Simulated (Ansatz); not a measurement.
The end point of a relaxation of Ge$_{2}$Sb$_{2}$Te$_{5}$. Method: PBE (plane waves to 420 eV, PAW, scalar-relativistic; Ansatz, a quantum-chemistry and plane-wave program).

```xyz
9
Lattice="4.2650 0.0000 0.0000 -2.1325 3.6936 0.0000 0.0000 0.0000 18.0472" Properties=species:S:1:pos:R:3 pbc="T T T"
Te     0.0000     0.0000     0.0000
Sb     2.1325     1.2312     2.0268
Sb     0.0000     2.4624    16.0204
Te     0.0000     2.4624     3.7728
Te     2.1325     1.2312    14.2743
Ge     0.0000     0.0000     5.9980
Ge     0.0000     0.0000    12.0492
Te     2.1325     1.2312     7.4131
Te     0.0000     2.4624    10.6341
```

Q: Determine the symmetry and give the standard cell with its independent sites.

A: Space group P-3m1 (No. 164); a = b = 4.2650 Å, c = 18.0472 Å, α = β = 90.00°, γ = 120.00°

| atom | site | symmetry | x | y | z |
|---|---|---|---|---|---|
| Te | 1a | -3m. | 0.0000 | 0.0000 | 0.0000 |
| Sb | 2d | 3m. | 0.6667 | 0.3333 | 0.1123 |
| Te | 2d | 3m. | 0.3333 | 0.6667 | 0.2091 |
| Ge | 2c | 3m. | 0.0000 | 0.0000 | 0.3323 |
| Te | 2d | 3m. | 0.6667 | 0.3333 | 0.4108 |

Q: Give the shortest distances between elements (the closest pairs, up to four, under 3.6 Å).

A: Ge–Te 2.84 Å; Sb–Te 3.02 Å.

| Property | Value |
|---|---|
| Volume per atom | 31.59 Å³ |
| Band gap | no clear gap: the sampled points leave 0.10 eV away from the symmetry points, which may be a band crossing missed between them |
| Smallest direct gap | 0.16 eV at k = (0, 0.0769, -0.3333) |

No spin polarisation in the result. Spin-orbit coupling is missing; with elements this heavy it can move band edges by tenths of an eV or more.

The run could not lose the symmetry of its start.

The first start was generated by placing the elements on the sites of a structure type. Materials Project lists a structure of Ge2Sb2Te5 in the same space group, P-3m1 (No. 164); the sites were not compared with it, nor with measured phases.
